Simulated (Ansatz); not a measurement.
## SiGe3, first-principles data

SiGe3:
```yaml
crystal:
  lattice:
    - [3.96671, 0.00000, 0.00000]
    - [0.00000, 3.96671, 0.00000]
    - [0.00000, 0.00000, 5.60008]
  atoms:
    - { symbol: Si, position: [0.00000, 0.00000, 0.00000] }
    - { symbol: Ge, position: [0.50000, 0.00000, 0.24435] }
    - { symbol: Ge, position: [0.50000, 0.50000, 0.50000] }
    - { symbol: Ge, position: [0.00000, 0.50000, 0.75565] }
```

Space group P-4m2 (No. 115); conventional cell a = b = 3.967 Å, c = 5.600 Å, α = β = γ = 90.00°.

Method: r²SCAN in the plane-wave PAW code Ansatz. The cell and atoms are relaxed at this level. Other levels are named where they apply.

Cell and energy:

Volume per atom: 22.03 Å³
Density: 4.64 g/cm³
Formation energy from the elements (no fitted shifts): 0.008 eV/atom

Electronic structure:

Band gap: 0.56 eV (indirect)
Valence-band maximum: at Γ
Conduction-band minimum: at R (2 equivalent valleys)
Smallest direct gap on the standard path: 0.87 eV
Electron effective mass: 0.079, 0.11, 0.23 mₑ (principal values)
Electron effective mass with spin–orbit coupling: 0.079, 0.11, 0.23 mₑ (principal values)
Hole effective mass, band 1 of 2 at the edge: 1.7 along x, 0.22 along z (mₑ)
Hole effective mass, band 2 of 2 at the edge: 0.046 along x, 0.22 along z (mₑ)
Hole effective mass with spin–orbit coupling: 0.086, 0.10, 0.21 mₑ (principal values)
HSE06 gap on the r²SCAN cell: 0.93 eV
Gap with spin–orbit coupling: 0.49 eV

Mechanics:

Bulk modulus (Birch–Murnaghan fit): 78.1 GPa
Pressure derivative B′: 4.6

Charges:

Bader charges: Si +0.34, Ge -0.17 to 0.00 e

The start of the workflow was typed in or built on a structure type; neither database checked (COD, Materials Project) lists it. Its standing as an ambient phase is unchecked. The r²SCAN relaxation kept the symmetry of its start; whether a distortion lowers the energy is not shown. The references are the lowest solids computed at this level, not always the standard phases. Scalar-relativistic: spin–orbit coupling is off unless named, which matters more the heavier the elements.

Potentials: the earlier of the program's two PAW sets. The files were generated under PBE; for other functionals the program regenerates the frozen cores, and for LDA and PBEsol the local potential too.
